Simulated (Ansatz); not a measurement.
AlP:
```yaml
crystal:
  lattice:
    - [3.85087, 0.00000, 0.00000]
    - [-1.92543, 3.33495, 0.00000]
    - [0.00000, 0.00000, 8.68996]
  atoms:
    - { symbol: Al, position: [0.50000, 0.00000, 0.50000] }
    - { symbol: Al, position: [0.00000, 0.50000, 0.16667] }
    - { symbol: Al, position: [0.50000, 0.50000, 0.83333] }
    - { symbol: P, position: [0.50000, 0.00000, 0.00000] }
    - { symbol: P, position: [0.00000, 0.50000, 0.66667] }
    - { symbol: P, position: [0.50000, 0.50000, 0.33333] }
```

Relaxed with PBE. Special points in fractions of this cell's reciprocal vectors: Γ (0.000, 0.000, 0.000); M (0.500, 0.000, 0.000); K (0.333, 0.333, 0.000); A (0.000, 0.000, 0.500); L (0.500, 0.000, 0.500); H (0.333, 0.333, 0.500).

Question: List the band energies nearest the valence-band maximum at these points for PBE in the plane-wave PAW code Ansatz.

Answer: In eV from the valence-band maximum; about four levels below and three above (degenerate sets whole), none deeper than 8.9 eV; points with the same levels are listed once.

```csv
k,below,above
Γ,-0.35 -0.35 -0.06 0.00,2.07 2.12 2.12
M,-2.40 -1.82 -1.60 -1.54,0.95 1.48 1.59
K,-3.56 -3.56 -2.14 -1.57 -1.57,1.20 2.52 2.52
A,-0.57 -0.40 -0.18 -0.18,1.89 2.79 2.79
L,-2.30 -1.93 -1.79 -1.34,1.56 2.04 2.33
H,-3.43 -3.43 -2.24 -1.31,2.44 3.54 3.54
```

Space group P6_222. The start of the workflow was typed in or built on a structure type; neither database checked (COD, Materials Project) lists it. It is not the phase usual at ambient conditions (space group No. 216). Symmetry was held in the PBE relaxation; whether a distortion lowers the energy is not shown.

Potentials: the later of the program's two PAW sets.
